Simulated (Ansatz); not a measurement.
ScAl3 (Cu3Au type), relaxed with PBE (Ansatz, an electronic-structure program, plane waves, PAW): a = 4.105 Å, b = 4.105 Å, c = 4.105 Å, α = 90.00°, β = 90.00°, γ = 90.00°.

ΔH_f (eV/atom): -0.45
B₀ by P(V) fit (GPa): 86.1

**Question.** The same phase is relaxed and computed with LDA in the same code. What are the cell and these values now?

**Answer.** a = b = c = 4.0312 Å, α = β = γ = 90.00°.

* **ΔH_f (eV/atom)**: -0.50
* **B₀ by P(V) fit (GPa)**: 96.2

All cells were relaxed under the symmetry of their starts (and spin orders); stability against distortions was not tested throughout. Rows with no word on spin ran without spin polarisation.

Potentials: the later of the program's two PAW sets.

Ansatz is a plane-wave DFT program.

Formation energies count from the lowest solids of the elements computed at the same level, not from gases.
